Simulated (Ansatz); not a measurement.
SiC:
```
CELL_PARAMETERS angstrom
      0.00000     2.17839     2.17839
      2.17839     0.00000     2.17839
      2.17839     2.17839     0.00000
ATOMIC_POSITIONS crystal
  C  0.75000 0.75000 0.75000
  Si 0.00000 0.00000 0.00000
```

Tensor components refer to the Cartesian frame of this cell.

Question: Give the high-frequency dielectric tensor and the Born effective charge tensors of the independent atoms from DFPT, PBEsol (plane waves, PAW; program Ansatz).

Answer: 
ε∞:
```
7.06  0.00  0.00
0.00  7.06  0.00
0.00  0.00  7.06
```
Z* of atom 1 (C), rows: field, columns: displacement, in e:
```
-2.72   0.00   0.00
 0.00  -2.72   0.00
 0.00   0.00  -2.72
```
Z* of atom 2 (Si), rows: field, columns: displacement, in e:
```
2.72  0.00  0.00
0.00  2.72  0.00
0.00  0.00  2.72
```

Space group F-43m (zinc blende). The cell was relaxed with PBEsol under the symmetry of its start.

Potentials: the later of the program's two PAW sets.
